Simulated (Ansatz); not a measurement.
ZrO₂ (rutile, space group No. 136), r²SCAN (plane waves, PAW; program Ansatz), all energies at zero smearing, with the estimated change up to a 700 eV cutoff added, with one set of potentials and settings (totals compare only within such a set). Cell of 6 atoms (2 Zr, 4 O): -10676.110 eV.

| element | reference phase | E (eV/atom) |
|---|---|---|
| Zr | P6_3/mmc, 2 atoms in the cell | -4195.0260 |
| O | C2/m, 4 atoms in the cell, spin-polarised | -566.0281 |

Formation energy per atom, worked out: (-10676.110 − 2×(-4195.0260) − 4×(-566.0281))/6 = -3.658 eV/atom (-353 kJ per mol of atoms), at 0 K, without zero-point energy or fitted corrections.

Space group P4_2/mnm (rutile). The cell is a constructed one: a structure type filled with these elements; the Crystallography Open Database copy checked does not list it. It is not the phase usual at ambient conditions (space group No. 14). The cell was relaxed with r²SCAN under the symmetry of its start; whether a distortion lowers the energy is not shown. No spin polarisation was allowed. The references are the lowest solids computed at this level, not always the standard phases (solids in place of the gases).

Potentials: the later of the program's two PAW sets.
